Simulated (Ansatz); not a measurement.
Ansatz input

```yaml
crystal:
  lattice:
    - [3.5316642293, 0.0, 0.0]
    - [-1.7658321147, 3.0585109402, 0.0]
    - [0.0, 0.0, 3.8136564791]
  atoms:
    - { symbol: Se, position: [0.3333333333, 0.6666666667, 0.25] }
    - { symbol: Se, position: [0.6666666667, 0.3333333333, 0.75] }
hamiltonian:
  xc: lda
  pseudopotentials:
    kind: paw_fr
    azcp:
      Se: "pseudopotentials/Se.paw.azcp"
basis:
  ecutwfc: 420
  fft_grid_basis: typed
kpoints:
  mp_grid: { grid: [10, 10, 8], shift: [0, 0, 0] }
magnetization:
  noncollinear: true
  spin_orbit: true
scf:
  occupations: { method: fermi_dirac, width: 0.1 }
```

Terminal output

```
Warning: the record states the generating functional pbe (its physics header spells it `PBE`), which answers neither for hamiltonian.xc's functional nor for the lda family's — results may be inconsistent (PPs are generated against a specific XC)
Engine: ansatz 0.2.0, aarch64-unknown-linux-gnu
Pseudopotentials: kind: paw_fr
Pseudopotential: Se, paw_fr, valence charge 16, recommended cutoff 420 eV (normal) 
Functional definition: SPW92
  exchange = slater_x
  correlation = pw_c
non-collinear run that drives no moment, with spin-orbit: no starting moment large enough to seed its density (crystal.atoms[].spin), no starting occupations that ask for one, no magnetisation constraint and no magnetic field, so the semilocal B_xc is pinned to zero
Crystal: 2 atoms, lattice volume = 41.194 Å³
Basis set: ecut = 420 eV, 787 PW (Γ)
Bands: 40, of which v1, the nominal top of the filled ones, is band 32 counted from 1 (31 counted from 0)
Symmetry: 24 space group operations + 24 with time reversal
Magnetic group: BNS 194.264 (UNI 1494), of the structure as read, at distance tolerance 3.5e-5 Å
k-points: 70 of 800
Projection manifold: j_resolved (fully-relativistic pseudo-atomic orbitals)
Non-local potential: Se, projectors of the file, l = 0: 2, l = 1: 4, l = 2: 6, l = 3: 2
PAW form: soft (Blöchl's): semilocal exchange-correlation on the pseudo side does not see the compensation charge
PAW frozen core: Se, regenerated for the run's functional, and the local potential with it (the file was generated under x = pbe(κ = 0.804, μ = 0.2195149727645171), c = pbe(β = 0.06672455060314922))
PAW one-centre angular grid: Se, 590 points (default); XC on 64 Gauss nodes
Initial density: superposition of atomic densities (chi_scale 0.1, normalization cell)
Initial wavefunctions: pseudopotential atomic-orbital guess
Functional: x = slater, c = lda
SCF iter   1: F=—  HF=-10766.339117 eV  |F-HF|=—  |Δ(HF+E_count)|=         —  Δρ=1.18e-2  dr2=3.11e-2  dr2_m=0.00e0 (ungated)  ethr=3.10e-3  |M|=0.00e0 ∫|m|=0.00e0 μB  |m|>n=0.0e0 m-floor=0.0e0 τ_xc=0.0e0  β_m=0.30  ⟨swp⟩=10.7  Hψ=6721  notcnv=0
SCF iter   2: F=—  HF=-10766.338110 eV  |F-HF|=—  |Δ(HF+E_count)|=   1.01e-3  Δρ=9.12e-3  dr2=1.91e-2  dr2_m=0.00e0 (ungated)  ethr=9.71e-5  |M|=0.00e0 ∫|m|=0.00e0 μB  |m|>n=0.0e0 m-floor=0.0e0 τ_xc=0.0e0  β_m=0.64  ⟨swp⟩=1.0  Hψ=1681  notcnv=0
SCF iter   3: F=—  HF=-10766.337011 eV  |F-HF|=—  |Δ(HF+E_count)|=   1.10e-3  Δρ=5.84e-4  dr2=8.89e-5  dr2_m=0.00e0 (ungated)  ethr=5.96e-5  |M|=0.00e0 ∫|m|=0.00e0 μB  |m|>n=0.0e0 m-floor=0.0e0 τ_xc=0.0e0  β_m=0.68  ⟨swp⟩=2.0  Hψ=1549  notcnv=0
SCF iter   4: F=—  HF=-10766.336968 eV  |F-HF|=—  |Δ(HF+E_count)|=   4.28e-5  Δρ=2.21e-4  dr2=9.39e-6  dr2_m=0.00e0 (ungated)  ethr=2.78e-7  |M|=0.00e0 ∫|m|=0.00e0 μB  |m|>n=0.0e0 m-floor=0.0e0 τ_xc=0.0e0  β_m=0.66  ⟨swp⟩=2.0  Hψ=2517  notcnv=0
SCF iter   5: F=—  HF=-10766.336965 eV  |F-HF|=—  |Δ(HF+E_count)|=   2.44e-6  Δρ=6.52e-5  dr2=7.44e-7  dr2_m=0.00e0 (ungated)  ethr=2.94e-8  |M|=0.00e0 ∫|m|=0.00e0 μB  |m|>n=0.0e0 m-floor=0.0e0 τ_xc=0.0e0  β_m=0.73  ⟨swp⟩=2.0  Hψ=2509  notcnv=0
SCF iter   6: F=-10766.336966 eV  HF=-10766.336966 eV  |F-HF|=2.23e-8  |Δ(HF+E_count)|=   5.24e-7  Δρ=7.65e-6  dr2=1.54e-8  dr2_m=0.00e0 (ungated)  ethr=3.13e-10  |M|=0.00e0 ∫|m|=0.00e0 μB  |m|>n=0.0e0 m-floor=0.0e0 τ_xc=0.0e0  ⟨swp⟩=3.0  Hψ=3696  notcnv=0
SCF 1 converged in 6 iterations: F = -10766.336966 eV  dr2 = 1.54e-8
SCF converged after 6 iterations
Magnetization: |M| = 0.0000 μB,  M = (+0.0000, +0.0000, +0.0000) μB
Absolute magnetization: 0.0000 μB (∫|m|)
  site 0: m = (+0.0000, +0.0000, +0.0000) μB, |m| = 0.0000 μB  (R = 1.15 Å)
  site 1: m = (+0.0000, +0.0000, +0.0000) μB, |m| = 0.0000 μB  (R = 1.15 Å)
Free energy (F): -10766.336966 eV
Harris-Foulkes:  -10766.336966 eV  (|F-HF|=2.23e-8)
Internal energy: -10766.306420 eV  (E = F + TS)
E sigma→0 (E₀):  -10766.321693 eV
Entropy (-TS):   -0.030545 eV (-15.273 meV/atom)
Fermi energy:    10.862416 eV
--- Per-component energies (eV) ---
  E_band       = -705.816209
  E_kinetic    = 236.511409
  E_local      = -4285.958969  (includes V_loc(G=0)·N_el)
  E_nonlocal   = -1174.507458
  E_hartree    = 2145.995444
  E_xc         = -206.991982
  E_vxc        = -196.649921  (∫ρ·V_xc dr)
  E_paw        = -3656.486858  (= ΣΔE_a)
  E_vpaw       = 422.791628  (= ΣTr[D̂ρ^β])
  E_aug_tail   = -0.001185  (compensation charges beyond the density's cutoff)
  E_ewald      = -3829.314835
  E_core_change = 4.448012  (= ΣΔE_core)
  E_smearing   = -0.030545  (= −TS)
  E_closure    = 0.000000  (closes the sum)
  Σ components = -10766.336966   (vs F -10766.336966, Δ=0.00e0)
```
